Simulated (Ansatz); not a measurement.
TePt:
```cif
data_PtTe
_chemical_formula_sum 'Pt1 Te1'
_space_group_name_H-M_alt 'Pm-3m'
_space_group_IT_number 221
_space_group_name_Hall '-P 4 2 3'
_cell_length_a 3.39200
_cell_length_b 3.39200
_cell_length_c 3.39200
_cell_angle_alpha 90.000
_cell_angle_beta 90.000
_cell_angle_gamma 90.000
loop_
_atom_site_label
_atom_site_type_symbol
_atom_site_symmetry_multiplicity
_atom_site_Wyckoff_symbol
_atom_site_fract_x
_atom_site_fract_y
_atom_site_fract_z
_atom_site_occupancy
Pt1 Pt 1 a 0.00000 0.00000 0.00000 1
Te1 Te 1 b 0.50000 0.50000 0.50000 1
```

Relaxed with PBEsol.

Q: Which orbitals make up the states near the Fermi level in PBEsol (plane waves, PAW; program Ansatz)?

A: Within 0.5 eV of the Fermi level: Te 5p 40 %, Pt 5d 30 %, Pt 6s 21 %, outside the projected shells 7 %. Projections are on Löwdin-orthogonalised atomic valence shells; empty p or d shells of many metals are not among them.

Q: Tabulate the density of states.

A: States/eV per cell of 2 atoms, in 0.25 eV bins, energy from the Fermi level.

```tsv
E (eV)	total	Pt 5d	Te 5p	Pt 6s
-7.85	0.43	0.05	0.26	0.10
-7.60	0.53	0.07	0.33	0.11
-7.35	0.66	0.10	0.40	0.13
-7.10	0.94	0.18	0.56	0.15
-6.85	1.98	0.57	1.15	0.20
-6.60	1.61	0.49	0.94	0.12
-6.35	1.13	0.38	0.65	0.06
-6.10	1.15	0.38	0.70	0.03
-5.85	1.25	0.42	0.76	0.02
-5.60	1.18	0.46	0.66	0.02
-5.35	1.18	0.54	0.59	0.01
-5.10	1.23	0.65	0.52	0.02
-4.85	1.38	0.81	0.47	0.04
-4.60	1.59	1.08	0.38	0.07
-4.35	1.39	0.88	0.35	0.11
-4.10	4.49	3.45	0.74	0.19
-3.85	3.98	3.35	0.48	0.07
-3.60	2.32	1.93	0.29	0.04
-3.35	2.33	1.90	0.29	0.06
-3.10	4.45	4.07	0.21	0.07
-2.85	2.62	2.43	0.07	0.04
-2.60	2.00	1.68	0.15	0.03
-2.35	1.32	0.97	0.17	0.05
-2.10	2.01	1.47	0.24	0.10
-1.85	3.88	3.11	0.31	0.19
-1.60	1.99	1.58	0.28	0.05
-1.35	1.57	0.98	0.45	0.05
-1.10	1.43	0.73	0.56	0.04
-0.85	1.06	0.49	0.46	0.03
-0.60	0.69	0.28	0.32	0.02
-0.35	0.69	0.23	0.28	0.11
-0.10	0.79	0.24	0.29	0.20
0.15	0.87	0.25	0.35	0.21
0.40	1.08	0.30	0.45	0.24
0.65	1.33	0.36	0.59	0.25
0.90	1.25	0.31	0.65	0.19
1.15	1.91	0.48	1.20	0.15
1.40	2.31	0.57	1.35	0.30
1.65	1.45	0.28	0.79	0.30
1.90	1.01	0.16	0.51	0.26
2.15	0.75	0.10	0.34	0.22
2.40	0.57	0.06	0.22	0.20
2.65	0.45	0.03	0.13	0.19
2.90	0.46	0.02	0.12	0.18
3.15	0.48	0.02	0.12	0.17
3.40	0.51	0.02	0.13	0.17
3.65	0.56	0.02	0.14	0.18
3.90	0.65	0.03	0.17	0.21
4.15	0.88	0.03	0.25	0.29
4.40	0.77	0.03	0.20	0.22
4.65	0.46	0.02	0.07	0.07
```

The start of the workflow was typed in or built on a structure type; neither database checked (COD, Materials Project) lists it. COD files the formula under space group No. 166, 194. Whether it is the stable phase at ambient conditions was not checked. The cell was relaxed with PBEsol under the symmetry of its start; its stability against distortions is not shown here. No spin polarisation was allowed. Spin–orbit coupling is left out wherever it is not named.

Potentials: the later of the program's two PAW sets.
